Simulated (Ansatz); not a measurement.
Here is an unrelaxed guess for Be₂Zn₃Se₅.

```xyz
10
Lattice="-1.9186 1.9186 13.5664 1.9186 -1.9186 13.5664 1.9186 1.9186 -13.5664" Properties=species:S:1:pos:R:3 pbc="T T T"
Be    0.0000    0.0000   18.9929
Be    0.0000    0.0000    8.1398
Zn    0.0000    0.0000   24.4194
Zn    0.0000    0.0000   13.5664
Zn    0.0000    0.0000    2.7133
Se    1.9186    0.0000    6.7832
Se    0.0000    1.9186    9.4964
Se    1.9186    0.0000   12.2097
Se    1.9186    0.0000    1.3566
Se    0.0000    1.9186    4.0699
```

All numbers below come from DFT PBE, scalar-relativistic, plane waves, PAW in Ansatz. Cutoff 420 eV; k points 6×6×6 on the computed 10-atom cell (Γ-centred); Gaussian smearing, width 0.10 eV; no spin polarisation.

Energies over the elements count from the elements' standard structures at the same level, with no fitted energy shifts.

Task: Estimate its pressure, forces and energy as it stands.

Result: The pressure is 4.9 GPa (the mean over three directions, positive in compression), the largest force is 1.85 eV/Å, and the energy is −0.64 eV/atom against the elements. The shortest distance is 2.35 Å.

Task: How much does it gain on relaxing, and where does it end?

Result: Relaxing gains about 0.08 eV/atom in 8 ionic steps and ends at −0.716 eV/atom on the finer mesh. The symmetry stays I-4m2 (No. 119). The volume per atom grows by 4.9 %, from 20.0 to 21.0 Å³. The shortest distance goes from 2.35 Å (Be–Se and Zn–Se) to 2.29 Å (Be–Se). Conventional cell: a = 3.878 Å, c = 27.863 Å. Around Be lie 4 Se at 2.29–2.30 Å; Zn on a site of symmetry 2mm is surrounded by 4 Se at 2.45–2.46 Å; Se on a site of symmetry -4m2 has 4 Be at 2.30 Å; 3 more sites not described.

The last run used a 10×10×10 mesh for its 10-atom cell and Gaussian smearing of 0.02 eV. The reference form of Se is held partly by dispersion forces, which this level lacks. The relaxation can't lower the symmetry of the start. Symmetry constrained the relaxation, so the result can be a saddle point.
